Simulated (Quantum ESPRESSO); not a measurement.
pw.x input (Quantum ESPRESSO 7.5; LDA, PseudoDojo standard norm-conserving files, scalar-relativistic):

```
&CONTROL
  calculation = 'scf'
  pseudo_dir = './pseudo'
  outdir = './out'
  tprnfor = .true.
  tstress = .true.
/
&SYSTEM
  ibrav = 0
  nat = 12
  ntyp = 4
  ecutwfc = 88.0
  ecutrho = 352.0
  occupations = 'smearing'
  smearing = 'fd'
  degauss = 0.002
  nbnd = 33
/
&ELECTRONS
  conv_thr = 1.2e-09
/
ATOMIC_SPECIES
Li 6.9400 Li.upf
Be 9.0122 Be.upf
B 10.8100 B.upf
O 15.9990 O.upf
CELL_PARAMETERS angstrom
  4.637600000000   0.000000000000   0.000000000000
  2.270963000000   4.122613000000   0.000000000000
  1.795883000000   1.576699000000   5.510995000000
ATOMIC_POSITIONS crystal
Li   0.743580000000   0.132770000000   0.661960000000
Li   0.256420000000   0.867230000000   0.338040000000
Be   0.355920000000   0.726000000000   0.845880000000
Be   0.644080000000   0.274000000000   0.154120000000
B   0.070530000000   0.400590000000   0.772220000000
B   0.929470000000   0.599410000000   0.227780000000
O   0.327780000000   0.097710000000   0.761340000000
O   0.672220000000   0.902290000000   0.238660000000
O   0.126560000000   0.687150000000   0.708800000000
O   0.873440000000   0.312850000000   0.291200000000
O   0.743060000000   0.421850000000   0.845510000000
O   0.256940000000   0.578150000000   0.154490000000
K_POINTS automatic
8 8 6 0 0 0
```

End of the output:

```
     total energy              =    -295.03025617 Ry
     estimated scf accuracy    <       0.00000038 Ry
     total energy              =    -295.03025636 Ry
     estimated scf accuracy    <       0.00000009 Ry
     total energy              =    -295.03025636 Ry
     estimated scf accuracy    <       0.00000002 Ry
[...]
     the Fermi energy is     7.3845 ev
!    total energy              =    -295.03025636 Ry
     estimated scf accuracy    <          3.0E-10 Ry
     smearing contrib. (-TS)   =       0.00000000 Ry
     internal energy E=F+TS    =    -295.03025636 Ry
     The total energy is F=E-TS. E is the sum of the following terms:
     one-electron contribution =    -133.04247386 Ry
     hartree contribution      =      82.54700962 Ry
     xc contribution           =     -70.69148418 Ry
     ewald contribution        =    -173.84330794 Ry
     convergence has been achieved in  12 iterations
     Forces acting on atoms (cartesian axes, Ry/au):
     atom    1 type  1   force =    -0.00209542   -0.00184474    0.00061651
     atom    2 type  1   force =     0.00209542    0.00184474   -0.00061651
     atom    3 type  2   force =     0.00081658   -0.00101715   -0.00123396
     atom    4 type  2   force =    -0.00081658    0.00101715    0.00123396
     atom    5 type  3   force =    -0.00087401    0.00258756   -0.00096586
     atom    6 type  3   force =     0.00087401   -0.00258756    0.00096586
     atom    7 type  4   force =    -0.00411900    0.00942546    0.00194004
     atom    8 type  4   force =     0.00411900   -0.00942546   -0.00194004
     atom    9 type  4   force =    -0.00502249   -0.00862094    0.00670465
     atom   10 type  4   force =     0.00502249    0.00862094   -0.00670465
     atom   11 type  4   force =     0.00971109    0.00165081    0.00062478
     atom   12 type  4   force =    -0.00971109   -0.00165081   -0.00062478
     Total force =     0.027250     Total SCF correction =     0.000015
     Computing stress (Cartesian axis) and pressure
          total   stress  (Ry/bohr**3)                   (kbar)     P=      -86.19
  -0.00066849   0.00001109   0.00006296          -98.34        1.63        9.26
   0.00001109  -0.00065508   0.00000806            1.63      -96.37        1.19
   0.00006296   0.00000806  -0.00043410            9.26        1.19      -63.86
```
In a gapped system the printed Fermi energy is only some level inside the gap.

Geometry of the Materials Project entry, not relaxed at this level.
